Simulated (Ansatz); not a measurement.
Crystals of one space group, with the same sites and like axis ratios (P6_3/mmc), relaxed and computed with PBE (plane waves, PAW; program Ansatz).

| crystal | a (Å) | V (Å³/atom) | B₀ by P(V) fit (GPa) | ΔH_f (eV/atom) |
|---|---|---|---|---|
| AlMo2C | 3.025 | 13.35 | 193 | -0.17 |
| GeMo2C | 3.133 | 13.43 | 208 | -0.09 |
| InMo2C | 3.126 | 14.84 | 167 | 0.00 |
| SnMo2C | (withheld) | (withheld) | (withheld) | (withheld) |

Question: What belongs in the gaps?

Answer: 
- SnMo2C, a (Å): 3.192
- SnMo2C, V (Å³/atom): 14.90
- SnMo2C, B₀ by P(V) fit (GPa): 182
- SnMo2C, ΔH_f (eV/atom): 0.01

Typed or built starts, not in the databases checked: AlMo2C, P6_3/mmc (Al on 2d, Mo on 4f, C on 2a); GeMo2C, P6_3/mmc (Ge on 2d, Mo on 4f, C on 2a); InMo2C, P6_3/mmc (In on 2d, Mo on 4f, C on 2a); SnMo2C, P6_3/mmc (Sn on 2d, Mo on 4f, C on 2a). All cells were relaxed under the symmetry of their starts (and spin orders); stability against distortions was not tested throughout. Rows with no word on spin ran without spin polarisation. Scalar-relativistic: spin–orbit coupling is off unless named, which matters more the heavier the elements.

Potentials: the earlier of the program's two PAW sets.

Formation energies count from the lowest solids of the elements computed at the same level, not from gases.
